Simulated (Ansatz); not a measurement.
Relaxed-ion elastic tensor of Al₂Ru in space group Fddd (No. 70; Al on 16f, Ru on 8b) in GPa (Voigt order), DFT-LDA in the program Ansatz with PAW potentials; density 6.41 g/cm³, 13.39 Å³ per atom.

```
      1     2     3     4    5    6
-  ----  ----  ----  ----  ---  ---
1   371  80.2   115   0.0  0.0  0.0
2  80.2   349  94.0   0.0  0.0  0.0
3   115  94.0   407   0.0  0.0  0.0
4   0.0   0.0   0.0  75.5  0.0  0.0
5   0.0   0.0   0.0   0.0  128  0.0
6   0.0   0.0   0.0   0.0  0.0  106
```

Is the crystal mechanically stable?

Yes: the smallest eigenvalue of C is 75.5 GPa.

Work out the Voigt, Reuss and Hill averages.

K_V = 189, K_R = 188, K_H = 189; G_V = 118, G_R = 111, G_H = 115 GPa.

Give Young's modulus, Poisson's ratio, Pugh's ratio and the universal anisotropy index.

E = 9KG/(3K + G) = 286 GPa; ν = 0.25; K/G = 1.65 (brittle by the Pugh limit of 1.75); A_U = 5G_V/G_R + K_V/K_R − 6 = 0.29.

Estimate the sound speeds and the Debye temperature.

v_l = √((K + 4G/3)/ρ) = 7300 m/s, v_t = √(G/ρ) = 4230 m/s, mean 4690 m/s; Θ = (h/k)(3n/4πV)^(1/3) v_m = 588 K.

Solve the Christoffel equation for the three sound speeds along x, y, z.

Eigenvalues of C_ijkl n_j n_l equal ρv². In km/s, slowest first: x 4.07, 4.47, 7.61; y 3.43, 4.07, 7.38; z 3.43, 4.47, 7.97.

How much does each axis shrink under pressure?

Linear compressibilities β_i = Σ_j S_ij (j = 1 to 3): x 1.8, y 2.1, z 1.5 per TPa.

The workflow started from a Materials Project entry (that database holds measured and hypothetical structures alike); the Crystallography Open Database copy checked does not list it. With Al and Ru taken as one species the cell has the higher symmetry Fddd, so it may be an ordered model of a mixed-site phase. Its standing as an ambient phase is unchecked. Symmetry was held in the LDA relaxation; phonons on a q-mesh show no instability. The run is not spin-polarised.

Potentials: the later of the program's two PAW sets.
